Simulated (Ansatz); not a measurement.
BaHfO₃ (cubic perovskite), relaxed and computed with several functionals in Ansatz (plane waves, PAW). Much of their spread follows the volume that each gives.

```csv
functional,V (Å³/atom),B₀ by P(V) fit (GPa)
PBE,14.88,155
HSE06,14.55,?
LDA,14.00,182
r²SCAN,14.58,171
```

Task: Fit a straight line to ln B₀ against ln V and predict the withheld value.

Result: Least squares on the 3 shown rows: ln B₀ = -2.48 × ln V + (11.759), with a scatter of 2 %. For HSE06 this gives 167. The run itself gave 170, within the scatter.

All cells were relaxed under the symmetry of their starts (and spin orders); stability against distortions was not tested throughout. Rows with no word on spin ran without spin polarisation. Scalar-relativistic: spin–orbit coupling is off unless named, which matters more the heavier the elements.

Potentials: the later of the program's two PAW sets.

Ansatz (a first-principles code) is a plane-wave DFT program.
